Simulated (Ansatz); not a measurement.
AlPt:
```
CELL_PARAMETERS angstrom
      0.00000     2.54033     2.54033
      2.54033     0.00000     2.54033
      2.54033     2.54033     0.00000
ATOMIC_POSITIONS crystal
  Pt 0.00000 0.00000 0.00000
  Al 0.50000 0.50000 0.50000
```

Relaxed with PBEsol. Special points in fractions of this cell's reciprocal vectors: Γ (0.000, 0.000, 0.000); X (0.500, 0.000, 0.500); U (0.625, 0.250, 0.625); K (0.375, 0.375, 0.750); L (0.500, 0.500, 0.500); W (0.500, 0.250, 0.750).

Task: List the band energies nearest the Fermi level at these points for the program Ansatz at the PBEsol with spin–orbit coupling level (PAW).

Result: In eV from the Fermi level; about four levels below and three above (degenerate sets whole), none deeper than 8.9 eV; points with the same levels are listed once.

```csv
k,below,above
Γ,-3.06 -3.06 -3.06 -3.06,5.08 5.08 5.79 5.79 5.79 5.79
X,-1.52 -1.52 -0.74 -0.74,1.15 1.15 1.77 1.77
U,-1.75 -1.75 -0.39 -0.39,0.54 0.54 3.19 3.19
L,-2.09 -2.09 -1.02 -1.02,6.04 6.04 6.84 6.84
W,-1.96 -1.96 -1.49 -1.49,0.04 0.04 0.31 0.31
```

Space group Fm-3m (rock salt). The start of the workflow was typed in or built on a structure type; neither database checked (COD, Materials Project) lists it. Its standing as an ambient phase is unchecked. Symmetry was held in the PBEsol relaxation; whether a distortion lowers the energy is not shown. The run is not spin-polarised.

Potentials: the earlier of the program's two PAW sets. The files were generated under PBE; for other functionals the program regenerates the frozen cores, and for LDA and PBEsol the local potential too.
